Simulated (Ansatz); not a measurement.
Cu Kα1 powder pattern (kinematic, no thermal factors).
2θ (°) (relative intensity): 16.84 (6), 23.90 (100), 29.38 (20), 34.06 (77), 38.22 (3), 42.04 (47), 48.93 (56), 52.12 (2), 55.17 (22), 58.11 (8), 60.96 (19), 66.44 (25), 71.70 (9), 76.81 (13), 79.32 (3), 81.81 (26), 86.75 (7)

The pattern is computed from a structure relaxed with DFT PBE, scalar-relativistic, plane waves, PAW in Ansatz. No spin polarisation. Its elements are Ge, Hg.

Q: Give the structure.

A: Hg₂Ge₃.
Space group Pm-3m (No. 221). a = 5.261 Å, b = 5.261 Å, c = 5.261 Å, α = 90.00°, β = 90.00°, γ = 90.00°
| atom | site | symmetry | x | y | z |
| --- | --- | --- | --- | --- | --- |
| Ge | 3d | 4/mm.m | 0.5000 | 0.0000 | 0.0000 |
| Hg | 1a | m-3m | 0.0000 | 0.0000 | 0.0000 |
| Hg | 1b | m-3m | 0.5000 | 0.5000 | 0.5000 |

A pattern alone doesn't exclude other cells with like lines; this is the one computed.

The structure comes from a generated guess; another structure or a mixture of phases may lie lower.
